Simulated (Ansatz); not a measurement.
**YPd: reading a single point**

```xyz
2
Lattice="3.1395 0.0000 0.0000 -1.5697 2.7189 0.0000 0.0000 0.0000 4.8634" Properties=species:S:1:pos:R:3 pbc="T T T"
Y    -0.0002    1.8127    2.4317
Pd    0.0000    0.0000    0.0000
```

The numbers come from plane-wave PAW DFT (Ansatz): r2SCAN, spin-orbit coupling, 500 eV, 12×12×7 Γ-centred k points, fermi-dirac occupations (width 0.1033 eV). Nothing was relaxed.

The state carries no moments; the state need not be the lowest.

**Charges.** Bader charges in e: Y +0.99, Pd -0.99. In the mean Y gives up most and Pd takes most.
**Electronic structure.** It is a metal, with about 1.8 states/eV a cell as the mean within 0.25 eV of the Fermi level, mostly Y d (69 %) and Pd d (20 %).
**Stress.** The pressure is 2.6 GPa (compression positive), so with the atoms held at these fractions the cell would first expand. The principal stresses -9.7, 8.8, 8.8 GPa differ, so its shape would change too.

Origin: a known structure type with other elements, at an estimated volume, so it need not be a known compound. Caveats: started without moments under time reversal, so no moment could form.
